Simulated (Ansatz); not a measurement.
What settings do to one calculation: Sr started on a Ba site in cubic perovskite BaZrO3, 20 atoms, charge 0

Ansatz (PAW, plane waves), atoms fixed. The base input:

```yaml
crystal:
  lattice:
    - [8.361961, 0.000000, 0.000000]
    - [0.000000, 8.361961, 0.000000]
    - [0.000000, 0.000000, 4.180980]
  atoms:
    - { symbol: Ba, position: [0.002874, 0.003819, 0.962187] }
    - { symbol: Ba, position: [0.005462, 0.527359, 0.002980] }
    - { symbol: Ba, position: [0.520842, 0.992179, 0.039116] }
    - { symbol: Sr, position: [0.498392, 0.494012, 0.001646] }
    - { symbol: Zr, position: [0.222135, 0.253633, 0.523042] }
    - { symbol: Zr, position: [0.250852, 0.763411, 0.520565] }
    - { symbol: Zr, position: [0.741353, 0.237311, 0.522244] }
    - { symbol: Zr, position: [0.747716, 0.749871, 0.475167] }
    - { symbol: O, position: [0.253876, 0.222611, 0.012418] }
    - { symbol: O, position: [0.248297, 0.743010, 0.965988] }
    - { symbol: O, position: [0.752577, 0.243725, 0.004826] }
    - { symbol: O, position: [0.737961, 0.754781, 0.022719] }
    - { symbol: O, position: [0.995538, 0.243004, 0.555053] }
    - { symbol: O, position: [0.999380, 0.748824, 0.472921] }
    - { symbol: O, position: [0.485891, 0.248575, 0.493152] }
    - { symbol: O, position: [0.499377, 0.748890, 0.533538] }
    - { symbol: O, position: [0.266691, 0.990687, 0.497397] }
    - { symbol: O, position: [0.249505, 0.500196, 0.517326] }
    - { symbol: O, position: [0.760035, 0.990819, 0.529523] }
    - { symbol: O, position: [0.734960, 0.500587, 0.489687] }
kpoints:
  mp_grid: { grid: [2, 2, 2], shift: [0.5, 0.5, 0.5] }
hamiltonian:
  xc: pbesol
scf:
  occupations: { method: fermi_dirac, width: 0.01 }
output:
  forces: true
  eigenvalues: true
  stress: true
  populations: true
```

Command:

```sh
ansatz run in.yaml --threads 8 --pin off --max-ram 13300MiB --runs-dir r --events-out ev --progress --plain
```

It converged in 9 iterations and 3.9 s of wall time on 8 threads of a Neoverse-V1 processor, on a host shared with other runs; peak host memory 0.9 GiB; largest force component 5.41 eV/Å, pressure 1.67 GPa. The cutoff was the default, 420 eV. The base isn't a converged reference: it has few k points, and its atoms are unrelaxed. Each run below changes the keys shown and caps the iterations.

```csv
run,changed,ending,iterations,free energy less the base (meV per atom),rms change of forces (eV/Å),change of pressure (GPa),"wall time (s, shared host)"
1,"mixing algorithm anderson, max_iter 80",converged,9,0.0,0.000,0.00,2.8 CPU
2,"accuracy high, max_iter 60",converged,12,0.0,0.000,0.00,3.6 CPU
3,"dispersion d3bj, max_iter 60",converged,9,other zero,0.001,-2.84,2.9 CPU
4,max_iter 9,converged,9,0.0,0.000,0.00,4.6 CPU
5,"xc_grid 2 (2 is the default), xc hf, max_iter 100",converged,24,other zero,0.536,6.01,86 CPU
6,"xc_grid 3 (2 is the default), max_iter 50",converged,9,0.0,0.000,0.00,3 CPU
7,"dispersion d4, max_iter 80",converged,9,other zero,0.010,-1.31,3 CPU
8,"initial_magnetization 1, max_iter 100",converged,12,0.0,0.000,0.00,8.3 CPU
```

«Other zero»: another functional, charge or dispersion term moves the zero of energy, so the difference says nothing of accuracy.

Runs with exact exchange count the iterations of all their loops.

Task: Which changes leave the result alone, and which of the same physical model moves the forces most?

Result: The forces move by under 0.002 eV/Å in runs 1, 2, 4, 6, 8. Among the runs with the same functional, charge and dispersion term, none moves them by over 0.01 eV/Å.
